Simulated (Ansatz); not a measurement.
**Fixed occupations and hybrids: In₄O₅**

The cell (9 atoms) is In₄O₅ as a test cell of our own (not relaxed).

```xyz
9
Lattice="2.7435 1.5840 4.8367 -2.7435 1.5840 4.8367 0.0000 -3.1679 4.8367" Properties=species:S:1:pos:R:3 pbc="T T T"
In    0.0292    0.0213    5.1693
In   -0.0029    0.0076    2.0948
In    0.0251   -0.0205    9.2972
In   -0.0088   -0.0110   12.4439
O    -1.1020    1.5855    8.4975
O     1.9381    0.1435    8.4039
O    -0.8118   -1.7851    8.4701
O     1.1063   -1.5794    6.0765
O    -1.9154   -0.1612    6.0787
```

Code: Ansatz (development build ahead of 0.2.0); norm-conserving potentials, plane waves, scalar-relativistic; no spin polarisation; cutoff 1240 eV; k-mesh 2×2×2. A hybrid run begins with a PBE cycle under the same occupations; its iterations are summed over that start, the exchange cycles and any other fillings tried.

The mesh is coarse, so gaps aren't converged.

| functional and occupations | outcome |
| --- | --- |
| HSE06, fixed occupations | converged in 31 iterations, gap on the mesh 1.21 eV |
| PBE, fixed occupations | converged in 12 iterations, gap on the mesh 0.48 eV |
| PBE, Fermi–Dirac smearing 0.01 eV | converged in 11 iterations, gap on the mesh 0.48 eV |
| HSE06, Fermi–Dirac smearing 0.01 eV | converged in 31 iterations, gap on the mesh 1.21 eV |

HSE06 opens the gap by 0.73 eV against PBE. With a gap this far above the smearing width, smeared and fixed occupations give the same result.
